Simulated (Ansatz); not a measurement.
Theory: DFT, PBEsol, plane waves (420 eV) with PAW, scalar-relativistic in Ansatz 0.2.0. The PAW files were generated under PBE, with cores re-solved for the functional.

An element in the fcc structure gives this curve. The cell is scaled uniformly from the relaxed one, with fractional coordinates and shape fixed. Energies are extrapolated to zero smearing, pressures are those at the given smearing. Magnetic state: spin not included.

| V (Å³/atom) | E − E₀ (meV/atom) | P (GPa) |
| --- | --- | --- |
| 18.989 | 124.3 | 17.26 |
| 19.852 | 51.4 | 10.48 |
| 20.715 | 11.9 | 4.84 |
| 21.578 | 0.1 | 0.13 |
| 22.442 | 11.3 | -3.83 |
| 23.305 | 42.1 | -7.18 |
| 24.168 | 89.4 | -10.01 |

Q: Which element is it?
A. magnesium
B. hafnium
C. cerium
D. selenium

A: B. Its fit is V₀ = 21.56 Å³/atom, B₀ = 108 GPa, B₀′ = 3.4.
